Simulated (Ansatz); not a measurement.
**Fields on a plane of Ti3Al (D019 type, space group P6_3/mmc)**

```xyz
8
Lattice="5.7471 0.0000 0.0000 -2.8736 4.9772 0.0000 0.0000 0.0000 4.6315" Properties=species:S:1:pos:R:3 pbc="T T T"
Ti     2.8736     3.2832     1.1579
Ti    -1.4065     4.1302     3.4736
Ti     1.4670     0.8470     1.1579
Ti     0.0000     1.6940     3.4736
Ti     4.2801     0.8470     1.1579
Ti     1.4065     4.1302     3.4736
Al     0.0000     3.3181     1.1579
Al     2.8736     1.6591     3.4736
```

The slice is a (-1 1 0 0) plane (indices of the conventional cell) through the point (0.170, 0.830, 0.750) (fractional), spanned by u = [001] and v = [110] in vectors of this cell: u (4.63 Å) and v (5.75 Å, at 90° to u). It covers one period; positions are fractions (u, v).

Atoms on it: Ti at (0.00, 0.00); Al at (0.00, 0.50). Other atoms lie within 1 Å of the plane.

The numbers are results of r2SCAN (plane waves to 500 eV, PAW, scalar-relativistic; Ansatz, a first-principles code), not measurements. k mesh 10×10×10. Inside the PAW spheres the values are not all-electron values, and peaks at nuclei hang on which shells count as valence. Ti3Al is run without spin polarisation. Ti3Al was relaxed with its symmetry unable to fall.

```
|xxxxxxxx  ++%%@@@@@@@@@@@@%%++  xxxxxx|
|xxxxxxxx  ++##%%##****##%%##++  xxxxxx|
|xxxxxx  --**##++--::::--++##**--  xxxx|
|xxxx  ==**##++::  xxxx  ::++##**==  xx|
|--==++##%%##==  xxxxxxxx  ==##%%##++==|
|**##%%@@@@##==  xxxxxxxx  ==##@@@@%%##|
|++++##%%@@##==  xxxxxxxx  ==##@@%%##++|
|xxxx::**####**::  xxxx  ::**####**::xx|
|xxxxxx  ++####++--....--++####++  xxxx|
|xxxxxxxx::##%%##**++++**##%%##::xxxxxx|
|xxxxxxxx  **@@@@@@%%%%@@@@@@**  xxxxxx|
|xxxxxxxxxx**@@@@@@@@@@@@@@@@**xxxxxxxx|
|xxxxxxxx  **@@@@@@%%%%@@@@@@**  xxxxxx|
|xxxxxxxx::##%%##**++++**##%%##::xxxxxx|
|xxxxxx  ++####++--....--++####++  xxxx|
|xxxx::**####**::  xxxx  ::**####**::xx|
|++++##%%@@##==  xxxxxxxx  ==##@@%%##++|
|**##%%@@@@##==  xxxxxxxx  ==##@@@@%%##|
|--==++##%%##==  xxxxxxxx  ==##%%##++==|
|xxxx  ==**##++::  xxxx  ::++##**==  xx|
|xxxxxx  --**##++--::::--++##**--  xxxx|
|xxxxxxxx  ++##%%##****##%%##++  xxxxxx|
|xxxxxxxx  ++%%@@@@@@@@@@@@%%++  xxxxxx|
|xxxxxxxxxx==%%@@@@@@@@@@@@%%==xxxxxxxx|
```
Scale: ten equal steps from 0.00 (start of ' ') to 8.14 (end of '@'), in the order ' .:-=+*#%@'. Values: electrostatic potential energy of an electron, from the cell's mean, in eV. The map has 19 points along u (two characters each, u = 0 at the left) and 24 along v (v = 0 in the bottom row). Points within 1 Å of a nucleus are blanked (x), as the pseudised field means little there. Values under 0 eV are set to 0. The zero, the cell's mean, hangs on the PAW cores.

```
|xxxx88661122667777777777776622116688xx|
|xx887733112255554444444455552211337788|
|66553300112233221111111122332211003355|
|11000011223311000000000000113322110000|
|11112233443311001122221100113344332211|
|44556666553311002233332200113355666655|
|77778888663311001133331100113366888877|
|77778888775522001122221100225577888877|
|33446688886644221122221122446688886644|
|xx002266887766555555555555667788662200|
|xxxx00448888888888888888888888884400xx|
|xxxxxx4488998899999999999988998844xxxx|
|xxxx00448888888888888888888888884400xx|
|xx002266887766555555555555667788662200|
|33446688886644221122221122446688886644|
|77778888775522001122221100225577888877|
|77778888663311001133331100113366888877|
|44556666553311002233332200113355666655|
|11112233443311001122221100113344332211|
|11000011223311000000000000113322110000|
|66553300112233221111111122332211003355|
|xx887733112255554444444455552211337788|
|xxxx88661122667777777777776622116688xx|
|xxxxxx7722226688999999998866222277xxxx|
```
Scale: ten equal steps from 0.04 (start of '0') to 0.76 (end of '9'), in the order '0123456789'. Values: electron localisation function (ELF). The map has 19 points along u (two characters each, u = 0 at the left) and 24 along v (v = 0 in the bottom row). Points within 0.5 Å of a nucleus are blanked (x), as the pseudised field means little there.

| Quantity | Value |
|---|---|
| Density on the Ti–Al line (2.87 Å) at its density minimum, 1.4 Å from Ti | 0.20 e/Å³ |
| ELF at that point | 0.3 |
| ELF maximum in the middle third of the Ti–Al line | 0.61, 1.8 Å from Ti |
